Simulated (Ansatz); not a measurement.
BN (wurtzite)

```xyz
4
Lattice="2.5440 0.0000 0.0000 -1.2720 2.2031 0.0000 0.0000 0.0000 4.2077" Properties=species:S:1:pos:R:3 pbc="T T T"
B      1.2720     0.7344     4.2073
B      0.0000     1.4688     2.1034
N      1.2720     0.7344     2.6311
N      0.0000     1.4688     0.5272
```

The slice is a (0001) plane (indices of the conventional cell) through the point (0.333, 0.667, 0.125) (fractional), spanned by u = [110] and v = [1 -1 0] in vectors of this cell: u (2.54 Å) and v (4.41 Å, at 90° to u). It covers one period; positions are fractions (u, v).

The numbers are results of r2SCAN (plane waves to 500 eV, PAW, scalar-relativistic; Ansatz, an electronic-structure program), not measurements. k mesh 15×15×8. Inside the PAW spheres the values are not all-electron values, and peaks at nuclei hang on which shells count as valence. BN was relaxed with its symmetry unable to fall.

**Question.** Sketch the density of the lowest conduction band (whole band as if filled, smooth part) on this plane as a map.

**Answer.** 
```
|998631112221113689|
|987421123332112478|
|765321234543212356|
|432111345554311123|
|111112356665321111|
|000012355655321000|
|000012345554321000|
|000012234443221000|
|000001122222110000|
|000000111111100000|
|000000011211000000|
|000000123432100000|
|000001356665310000|
|000002578987520000|
|000013689998631000|
|111013699999631011|
|221113689998631112|
|332112478987421123|
|543212356765321234|
|554311123432111345|
|665321111111112356|
|655321000000012355|
|554321000000012345|
|443221000000012234|
|222110000000001122|
|111100000000000111|
|211000000000000011|
|432100000000000123|
|665310000000001356|
|987520000000002578|
|998631000000013689|
|999631011111013699|
```
Scale: ten equal steps from 0.028 (start of '0') to 0.192 (end of '9'), in the order '0123456789'. Values: density of the lowest conduction band (whole band as if filled, smooth part) in e/Å³. The map has 18 points along u (one character each, u = 0 at the left) and 32 along v (v = 0 in the bottom row).
